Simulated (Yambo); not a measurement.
G0W0@PBEsol for AlPO4 (space group P6_3mc, No. 186) in Yambo. Reference settings: 3×3×1 Γ-centred k mesh, 297 bands and a 7 Ry block in the screening, 297 bands in G with the Bruneval-Gonze terminator, plasmon pole fitted at 27.2 eV. The PBEsol gap Γ → Γ on this mesh is 5.55 eV; G0W0 gaps are taken between the same points.

With and without the terminator, as bands are cut:

| bands in G (in W) | gap, terminator (eV) | gap, none (eV) | valence shift, terminator (eV) | valence shift, none (eV) |
|---|---|---|---|---|
| 110 (297) | 8.457 | 8.077 | -1.944 | -1.335 |
| 191 (297) | 8.449 | 8.211 | -1.960 | -1.594 |
| 297 (297) | 8.454 | 8.323 | -1.965 | -1.753 |

Over this range the gap spans 0.008 eV with the terminator and 0.246 eV without, the valence shift 0.021 eV and 0.418 eV. Neither column has reached its limit for certain.

Geometry of the Materials Project entry, not relaxed at this level; primitive cell a = b = 5.2860 Å, c = 8.6294 Å, α = β = 90.00°, γ = 120.00°.

A shift is the quasiparticle energy of the state minus its PBEsol energy.
